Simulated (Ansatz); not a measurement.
Kick test of a cell of Ir4Rh

The structure comes from a generated guess, relaxed at this level; another structure or a mixture of phases may lie lower.

Method: DFT PBE, scalar-relativistic, plane waves, PAW in Ansatz 0.2.0. Settings: cutoff 420 eV, Γ-centred mesh 8×8×8 on the computed 10-atom cell, Gaussian smearing of 0.10 eV; no spin polarisation.

The cell below (10 atoms, space group Cmcm (No. 63)) is relaxed within its symmetry.

```
Ir Rh
1.0
     6.85832   -2.37696    0.00000
     6.85832    2.37696    0.00000
     0.00000    0.00000    4.43418
Ir Rh
8 2
Direct
  0.86495 0.53456 0.25000
  0.06686 0.73338 0.25000
  0.26662 0.93314 0.25000
  0.46544 0.13505 0.25000
  0.13505 0.46544 0.75000
  0.53456 0.86495 0.75000
  0.73338 0.06686 0.75000
  0.93314 0.26662 0.75000
  0.66817 0.33183 0.25000
  0.33183 0.66817 0.75000
```

For the test it was strained at random (σ = 1.5 % a component), the atoms were moved at random (σ = 0.10 Å), and all was relaxed again on a coarse 6×6×6 mesh (in the run’s order of axes) with 0.20 eV smearing, with no symmetry imposed.

Spin–orbit coupling, which can matter for Ir, is left out.

Question: Does it come back?

Answer: It returns, within 1 meV/atom of the unmoved cell on that mesh and with the same symmetry when read at 0.1 Å. So it is stable against the distortions that fit this cell and that this random move excites. Modes that don't fit the cell aren't tested.
